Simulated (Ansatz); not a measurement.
The relaxed structure here is a generated cell of HfO2: the first start was made by placing the elements on the sites of a structure type, and the end was not matched to a known phase here, so it may be hypothetical. Known forms of HfO2 include space group No. 14, 29, 137, 225.

The end point of a relaxation of HfO2. These are r2SCAN (plane waves to 500 eV, PAW, scalar-relativistic; Ansatz, a quantum-chemistry and plane-wave program) values and carry that method's errors.

```cif
data_Hf4O8
_chemical_formula_sum 'Hf4 O8'
_space_group_name_H-M_alt 'P 1'
_space_group_IT_number 1
_cell_length_a 5.15983
_cell_length_b 5.15983
_cell_length_c 5.15983
_cell_angle_alpha 90.000
_cell_angle_beta 90.000
_cell_angle_gamma 90.000
loop_
_space_group_symop_operation_xyz
  'x, y, z'
loop_
_atom_site_label
_atom_site_type_symbol
_atom_site_fract_x
_atom_site_fract_y
_atom_site_fract_z
_atom_site_occupancy
Hf1 Hf 0.00000 0.00000 0.00000 1
Hf2 Hf 0.50000 0.50000 0.00000 1
Hf3 Hf 0.00000 0.50000 0.50000 1
Hf4 Hf 0.50000 0.00000 0.50000 1
O1 O 0.33251 0.33251 0.33251 1
O2 O 0.83251 0.16749 0.66749 1
O3 O 0.66749 0.83251 0.16749 1
O4 O 0.16749 0.66749 0.83251 1
O5 O 0.66749 0.66749 0.66749 1
O6 O 0.16749 0.83251 0.33251 1
O7 O 0.33251 0.16749 0.83251 1
O8 O 0.83251 0.33251 0.16749 1
```

Find the space group and the Wyckoff positions (tolerance 0.01 Å).

Space group Pa-3 (No. 205); a = b = c = 5.1598 Å, α = β = γ = 90.00°

```json
[
 {"atom": "Hf", "site": "4a", "symmetry": ".-3.", "x": "0.0000", "y": "0.0000", "z": "0.0000"},
 {"atom": "O", "site": "8c", "symmetry": ".3.", "x": "0.3325", "y": "0.3325", "z": "0.3325"}
]
```

Give the shortest distances between elements (the closest pairs, up to four, under 3.6 Å).

Hf–O 2.11 Å; O–O 2.72 Å.

The volume per atom is 11.45 Å³, the band gap comes out as 4.41 eV, indirect (valence top at Γ, conduction bottom at R) (no spin-orbit coupling) and the smallest direct gap is 4.95 eV at Γ.

No spin polarisation in the result.

The run could not lose the symmetry of its start: the end is stationary, and may be a saddle point rather than a minimum.
